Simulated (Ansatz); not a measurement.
C:
```cif
data_C24
_chemical_formula_sum 'C24'
_space_group_name_H-M_alt 'P 1'
_space_group_IT_number 1
_cell_length_a 6.84537
_cell_length_b 6.84537
_cell_length_c 6.71935
_cell_angle_alpha 90.000
_cell_angle_beta 90.000
_cell_angle_gamma 120.000
loop_
_space_group_symop_operation_xyz
  'x, y, z'
loop_
_atom_site_label
_atom_site_type_symbol
_atom_site_fract_x
_atom_site_fract_y
_atom_site_fract_z
_atom_site_occupancy
C1 C 0.54000 0.66658 0.75000 1
C2 C 0.74482 0.66673 0.75000 1
C3 C 0.54000 0.87342 0.75000 1
C4 C 0.74482 0.07809 0.75000 1
C5 C 0.33342 0.87342 0.75000 1
C6 C 0.33327 0.07809 0.75000 1
C7 C 0.12658 0.66658 0.75000 1
C8 C 0.92191 0.66673 0.75000 1
C9 C 0.12658 0.46000 0.75000 1
C10 C 0.92191 0.25518 0.75000 1
C11 C 0.33342 0.46000 0.75000 1
C12 C 0.33327 0.25518 0.75000 1
C13 C 0.87342 0.33342 0.25000 1
C14 C 0.07809 0.33327 0.25000 1
C15 C 0.87342 0.54000 0.25000 1
C16 C 0.07809 0.74482 0.25000 1
C17 C 0.66658 0.54000 0.25000 1
C18 C 0.66673 0.74482 0.25000 1
C19 C 0.46000 0.33342 0.25000 1
C20 C 0.25518 0.33327 0.25000 1
C21 C 0.46000 0.12658 0.25000 1
C22 C 0.25518 0.92191 0.25000 1
C23 C 0.66658 0.12658 0.25000 1
C24 C 0.66673 0.92191 0.25000 1
```

Relaxed with r²SCAN+D4. r²SCAN+D4 in the plane-wave PAW code Ansatz gives a gap of 0.26 eV.

### Question
What gap does HSE06 give on the same cell (Ansatz, PAW)?

### Answer
0.63 eV, 0.37 eV more. The hybrid was solved on a coarser mesh and at special points; its gap is the smallest among all of these.

```csv
k,v1 r²SCAN+D4,c1 r²SCAN+D4,v1 HSE06,c1 HSE06
Γ,-1.51,2.04,(withheld),(withheld)
A,-1.69,2.65,(withheld),(withheld)
K,-1.05,1.74,(withheld),(withheld)
H,-1.32,1.74,(withheld),(withheld)
M,0.00,0.27,0.00,0.64
L,-0.12,0.42,-0.13,0.82
```

### Question
Top valence (v1) and lowest conduction level (c1) in eV from each method's valence maximum (which need not be a listed point): supply the withheld HSE06 values.

### Answer

- H, v1 HSE06: -1.36
- H, c1 HSE06: 2.15
- A, v1 HSE06: -1.90
- A, c1 HSE06: 3.28
- Γ, v1 HSE06: -1.70
- Γ, c1 HSE06: 2.62
- K, v1 HSE06: -1.12
- K, c1 HSE06: 2.16

Cost on shared cores: the r²SCAN+D4 run (SCF on a 5×5×4 mesh, then bands and DOS) very roughly 5 core-minutes, the HSE06 run (SCF on 3×3×3, then a few points) about 6 core-minutes (a rough figure); the tasks are unlike.

Space group P6_3/mmc. The start of the workflow was typed in or built on a structure type. Its sites differ from those of the usual phase in this space group: another stacking or structure type. Symmetry was held in the r²SCAN+D4 relaxation; its stability against distortions is not shown here.

Potentials: the later of the program's two PAW sets.
